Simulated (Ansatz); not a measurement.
# Wurtzite alloy of MgTe and CdTe (6 of 48 Mg sites exchanged), 96 atoms

Ansatz, PAW, plane waves. PBEsol relaxation of cell lengths and atoms (angles held) at the single k point (¼, ¼, ¼) without its symmetry partners; single points on the relaxed atoms at the single k point (¼, ¼, ¼) without its symmetry partners, onto which points of the small cell's zone fold. Arrangement: random. No spin–orbit coupling unless named.

Relaxed structure:

```
Mg Cd Te
1.0
    13.68101    0.00000    0.00000
     0.00000   15.80372    0.00000
     0.00000    0.00000   14.86026
Mg Cd Te
42 6 48
Direct
  0.16595 0.08360 0.24968
  0.16623 0.08359 0.74966
  0.99915 0.33346 0.25001
  0.99964 0.33365 0.74880
  0.49959 0.08333 0.24862
  0.33365 0.33310 0.24958
  0.33273 0.33350 0.74918
  0.16684 0.58385 0.24921
  0.16701 0.58297 0.74905
  0.00037 0.83280 0.24826
  0.99993 0.83345 0.74956
  0.83306 0.08410 0.24906
  0.83308 0.08384 0.74929
  0.66594 0.33364 0.24930
  0.66587 0.33383 0.74974
  0.49962 0.58347 0.24954
  0.49986 0.58337 0.74953
  0.33309 0.83360 0.24892
  0.33198 0.83337 0.74961
  0.83322 0.58327 0.24881
  0.83261 0.58296 0.74975
  0.66609 0.83321 0.24841
  0.66697 0.83299 0.74953
  0.99999 0.16668 0.49965
  0.00003 0.16678 0.99968
  0.33299 0.16645 0.49902
  0.33206 0.16699 0.00004
  0.16659 0.41646 0.49929
  0.99943 0.66630 0.00003
  0.66602 0.16692 0.49920
  0.66672 0.16739 0.99967
  0.49965 0.41673 0.49965
  0.49973 0.41695 0.99947
  0.33349 0.66688 0.50001
  0.33314 0.66680 0.99921
  0.16662 0.91689 0.50002
  0.16663 0.91697 0.99951
  0.83289 0.41639 0.49958
  0.83320 0.41661 0.99960
  0.66667 0.66606 0.49990
  0.66636 0.66627 0.99984
  0.49955 0.91624 0.99953
  0.49954 0.08406 0.75095
  0.16639 0.41675 0.00039
  0.99975 0.66635 0.50029
  0.49967 0.91669 0.49998
  0.83313 0.91694 0.49995
  0.83323 0.91703 0.00025
  0.99974 0.16714 0.18762
  0.99974 0.16684 0.68748
  0.33256 0.16659 0.18801
  0.33188 0.16729 0.68681
  0.16648 0.41663 0.18977
  0.16631 0.41672 0.68728
  0.00003 0.66620 0.18778
  0.99972 0.66654 0.68973
  0.66618 0.16704 0.18756
  0.66725 0.16762 0.68712
  0.49955 0.41707 0.18746
  0.49934 0.41685 0.68771
  0.33343 0.66702 0.18720
  0.33347 0.66689 0.68784
  0.16655 0.91719 0.18746
  0.16604 0.91708 0.68773
  0.83285 0.41660 0.18757
  0.83271 0.41668 0.68748
  0.66628 0.66641 0.18771
  0.66643 0.66661 0.68771
  0.49968 0.91678 0.18737
  0.49968 0.91583 0.68924
  0.83333 0.91695 0.18958
  0.83324 0.91691 0.68944
  0.16625 0.08309 0.43757
  0.16622 0.08336 0.93762
  0.99967 0.33327 0.43798
  0.99875 0.33275 0.93670
  0.49962 0.08423 0.43656
  0.49947 0.08361 0.94036
  0.33328 0.33315 0.43762
  0.33405 0.33282 0.93701
  0.16780 0.58287 0.43716
  0.16624 0.58443 0.93697
  0.00097 0.83366 0.43622
  0.00084 0.83263 0.93759
  0.83292 0.08481 0.43697
  0.83297 0.08477 0.93710
  0.66606 0.33354 0.43734
  0.66638 0.33374 0.93751
  0.49968 0.58337 0.43758
  0.49966 0.58344 0.93758
  0.33166 0.83279 0.43682
  0.33282 0.83335 0.93743
  0.83207 0.58249 0.43661
  0.83293 0.58326 0.93789
  0.66650 0.83190 0.43637
  0.66548 0.83261 0.93742
```

Task: What are the mean bond lengths by pair (pairs within 1.2 times the sum of covalent radii, less contacts 15 % beyond the pair's median; cation–cation pairs of compounds aside; long ionic contacts are cut short by that bound)?

Result: Cd–Te 2.813 ± 0.002 Å (standard deviation, 24 bonds); Mg–Te 2.788 ± 0.003 Å (standard deviation, 168 bonds).

Task: What gap lies between the top filled and the lowest empty level in the single points?

Result: HSE06 3.67 eV (3.9 min on NVIDIA GB300). Away from Γ this isn't the crystal's band gap.
